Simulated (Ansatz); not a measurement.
Geometry optimisation in Ansatz: input, command and trajectory.

```yaml
crystal:
  lattice:
    - [4.3956105114, 0.0, 0.0]
    - [-2.1978052558, 3.8067103681, 0.0]
    - [0.0, 0.0, 3.0917150724]
  atoms:
    - { symbol: Cd, position: [0.0, 0.0, 0.0] }
    - { symbol: W, position: [0.3333333333, 0.6666666667, 0.5] }
    - { symbol: W, position: [0.6666666667, 0.3333333333, 0.5] }
basis:
  ecutwfc: 420
kpoints:
  mp_grid: { grid: [6, 6, 6] }
hamiltonian:
  xc: pbe
scf:
  occupations: { method: gaussian, width: 0.1 }
  lower_state_search: "off"
output:
  forces: true
  stress: true
  eigenvalues: true
relax:
  adjacent_minimum: "off"
  f_tol: 0.04
  max_steps: 70
  cell: { stress_tol: 0.4 }
```

```bash
ansatz run input.yaml --threads 1 --pin off --max-ram 2560MiB --backend cpu --events-out ev --progress --plain --runs-dir out
```

Theory: Ansatz, DFT PBE, scalar-relativistic, plane waves, PAW.

Of 6 frames 6 are shown, positions in Å and forces in eV/Å; the SCF threshold varies from step to step. Steps run on the plane waves of an earlier cell, with a Pulay correction in the pressure. The basis is chosen afresh for the last frame, the zero of the energies, and at times for earlier ones too; energy and pressure step there, also at an unchanged geometry.

```xyz
3
Lattice="4.3956 0.0000 0.0000 -2.1978 3.8067 0.0000 0.0000 0.0000 3.0917" Properties=species:S:1:pos:R:3:forces:R:3 pbc="T T T" step=1 free_energy_over_end_meV_per_atom=275.16 pressure_GPa=10.51
Cd    0.0000    0.0000    0.0000    0.0000    0.0000    0.0000
W     0.0000    2.5378    1.5459    0.0000    0.0000    0.0000
W     2.1978    1.2689    1.5459    0.0000    0.0000    0.0000
3
Lattice="4.6099 0.0000 0.0000 -2.3049 3.9922 0.0000 0.0000 0.0000 2.9744" Properties=species:S:1:pos:R:3:forces:R:3 pbc="T T T" step=2 free_energy_over_end_meV_per_atom=107.85 pressure_GPa=-4.64
Cd    0.0000    0.0000    0.0000    0.0000    0.0000    0.0000
W     0.0000    2.6615    1.4872    0.0000    0.0000    0.0000
W     2.3049    1.3307    1.4872    0.0000    0.0000    0.0000
3
Lattice="4.6656 0.0000 0.0000 -2.3328 4.0405 0.0000 0.0000 0.0000 2.8266" Properties=species:S:1:pos:R:3:forces:R:3 pbc="T T T" step=3 free_energy_over_end_meV_per_atom=17.78 pressure_GPa=-1.95
Cd    0.0000    0.0000    0.0000    0.0000    0.0000    0.0000
W     0.0000    2.6937    1.4133    0.0000    0.0000    0.0000
W     2.3328    1.3468    1.4133    0.0000    0.0000    0.0000
3
Lattice="4.7318 0.0000 0.0000 -2.3659 4.0978 0.0000 0.0000 0.0000 2.6734" Properties=species:S:1:pos:R:3:forces:R:3 pbc="T T T" step=4 free_energy_over_end_meV_per_atom=12.23 pressure_GPa=2.79
Cd    0.0000    0.0000    0.0000    0.0000    0.0000    0.0000
W     0.0000    2.7319    1.3367    0.0000    0.0000    0.0000
W     2.3659    1.3659    1.3367    0.0000    0.0000    0.0000
3
Lattice="4.7092 0.0000 0.0000 -2.3546 4.0782 0.0000 0.0000 0.0000 2.7391" Properties=species:S:1:pos:R:3:forces:R:3 pbc="T T T" step=5 free_energy_over_end_meV_per_atom=0.25 pressure_GPa=-0.19
Cd    0.0000    0.0000    0.0000    0.0000    0.0000    0.0000
W     0.0000    2.7188    1.3695    0.0000    0.0000    0.0000
W     2.3546    1.3594    1.3695    0.0000    0.0000    0.0000
3
Lattice="4.7092 0.0000 0.0000 -2.3546 4.0782 0.0000 0.0000 0.0000 2.7391" Properties=species:S:1:pos:R:3:forces:R:3 pbc="T T T" step=6 free_energy_over_end_meV_per_atom=0.00 pressure_GPa=-0.20
Cd    0.0000    0.0000    0.0000    0.0000    0.0000    0.0000
W     0.0000    2.7188    1.3695    0.0000    0.0000    0.0000
W     2.3546    1.3594    1.3695    0.0000    0.0000    0.0000
```

The start puts this composition into another compound's structure type, which needn't suit it. At the end the space group is P6/mmm (tolerance 0.05 Å).

Time: 7.3 s on 1 thread of Intel(R) Xeon(R) 6975P-C (Granite Rapids), with other jobs on the host, peak memory 0.38 GiB.

The k mesh is coarse. Spin–orbit coupling is left out, which can shift energies with elements as heavy as these.